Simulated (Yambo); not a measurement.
Yambo run on Au2S (space group Pn-3m, No. 224). The wavefunctions are PBEsol (pw.x of Quantum ESPRESSO, ONCV potentials, no spin-orbit coupling) ones on a 2×2×2 mesh (44 occupied bands); a = 5.274 Å, b = 5.274 Å, c = 5.274 Å, α = 90.00°, β = 90.00°, γ = 90.00°.

Yambo input:

```
rim_cut
HF_and_locXC
RandQpts= 1000000
RandGvec= 1 Ry
EXXRLvcs= 76 Ry
VXCRLvcs= 304 Ry
% QPkrange
 1 | 1 | 44 | 45 |
 2 | 2 | 44 | 45 |
 3 | 3 | 44 | 45 |
 4 | 4 | 44 | 45 |
%
```

k points by index: 1 = Γ, 2 = X, 3 = M, 4 = R.

Table of the .hf output:

```
#    K-point    Band    Eo [eV]    Ehf [eV]    Vxc [eV]    Vnlxc [eV]
#
    1    44    0.000000    -3.140247    -18.10293    -21.24317
    1    45    2.011907    5.439984    -9.063535    -5.635459
    2    44    -0.389159    -3.681476    -17.88273    -21.17505
    2    45    4.153771    8.728323    -15.84666    -11.27211
    3    44    -0.575530    -3.955859    -17.60188    -20.98221
    3    45    2.478510    6.174666    -13.84138    -10.14523
    4    44    -0.680092    -4.448662    -18.67668    -22.44525
    4    45    3.517945    7.146205    -10.02709    -6.398826
```
Exchange alone, without screening.

Geometry of the Materials Project entry, not relaxed at this level.
